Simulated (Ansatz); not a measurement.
Magnetic states of titanium, diamond

Level of theory: Ansatz, DFT, r2SCAN, plane waves (500 eV) with PAW, scalar-relativistic. (PAW data from PBE, frozen cores regenerated.)

Each start was relaxed and then solved on a dense mesh, with Fermi-Dirac smearing of 0.05 eV (0.1 eV in a metal without spin) extrapolated to zero. Rows within 2 meV/atom of each other tie.

Where does each start end, and how do the energies compare? Starts: ferromagnetic; non-magnetic.


| start | ends | ΔE (meV/atom) | V (Å³/atom) |
| --- | --- | --- | --- |
| ferromagnetic | ferromagnetic, net 2.76 μB per atom | 0.0 | 28.62 |
| non-magnetic | spin not included | 665.3 | 21.57 |
